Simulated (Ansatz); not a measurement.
LiNbO3:
```cif
data_Li2Nb2O6
_chemical_formula_sum 'Li2 Nb2 O6'
_space_group_name_H-M_alt 'P 1'
_space_group_IT_number 1
_cell_length_a 5.49758
_cell_length_b 5.49758
_cell_length_c 5.49758
_cell_angle_alpha 55.710
_cell_angle_beta 55.710
_cell_angle_gamma 55.710
loop_
_space_group_symop_operation_xyz
  'x, y, z'
loop_
_atom_site_label
_atom_site_type_symbol
_atom_site_fract_x
_atom_site_fract_y
_atom_site_fract_z
_atom_site_occupancy
Li1 Li 0.70223 0.70223 0.70223 1
Li2 Li 0.20223 0.20223 0.20223 1
Nb1 Nb 0.98413 0.98413 0.98413 1
Nb2 Nb 0.48413 0.48413 0.48413 1
O1 O 0.62222 0.87650 0.26463 1
O2 O 0.87650 0.26463 0.62222 1
O3 O 0.26463 0.62222 0.87650 1
O4 O 0.76463 0.37650 0.12222 1
O5 O 0.37650 0.12222 0.76463 1
O6 O 0.12222 0.76463 0.37650 1
```

Relaxed with r²SCAN. r²SCAN in the plane-wave PAW code Ansatz gives a gap of 4.00 eV.

Problem. What gap does HSE06 give on the same cell (Ansatz, PAW)?

Solution. 5.04 eV, 1.03 eV more. The hybrid was solved on a coarser mesh and at special points; its gap is the smallest among all of these.

```json
[
 {"k": "Γ", "v1 r²SCAN": "-0.01", "c1 r²SCAN": "4.07", "v1 HSE06": "-0.01", "c1 HSE06": "5.10"},
 {"k": "T", "v1 r²SCAN": "-0.31", "c1 r²SCAN": "5.09", "v1 HSE06": "…", "c1 HSE06": "…"},
 {"k": "L", "v1 r²SCAN": "-0.20", "c1 r²SCAN": "4.32", "v1 HSE06": "…", "c1 HSE06": "…"},
 {"k": "F", "v1 r²SCAN": "-0.20", "c1 r²SCAN": "4.14", "v1 HSE06": "…", "c1 HSE06": "…"},
 {"k": "S0", "v1 r²SCAN": "-0.10", "c1 r²SCAN": "4.01", "v1 HSE06": "-0.13", "c1 HSE06": "5.04"},
 {"k": "H0", "v1 r²SCAN": "-0.25", "c1 r²SCAN": "4.34", "v1 HSE06": "…", "c1 HSE06": "…"}
]
```

Problem. Top valence (v1) and lowest conduction level (c1) in eV from each method's valence maximum (which need not be a listed point): supply the withheld HSE06 values.

Solution. 
- H0, v1 HSE06: -0.29
- H0, c1 HSE06: 5.39
- L, v1 HSE06: -0.23
- L, c1 HSE06: 5.38
- F, v1 HSE06: -0.24
- F, c1 HSE06: 5.18
- T, v1 HSE06: -0.34
- T, c1 HSE06: 6.22

Cost on shared cores: the r²SCAN run (SCF on a 7×7×7 mesh, then bands and DOS) around 5 core-minutes (rough), the HSE06 run (SCF on 4×4×4, then a few points) roughly 7 core-minutes; the tasks are unlike.

Space group R3c. The cell was relaxed with r²SCAN under the symmetry of its start. The run is not spin-polarised. Spin–orbit coupling is left out wherever it is not named.

Potentials: the later of the program's two PAW sets.
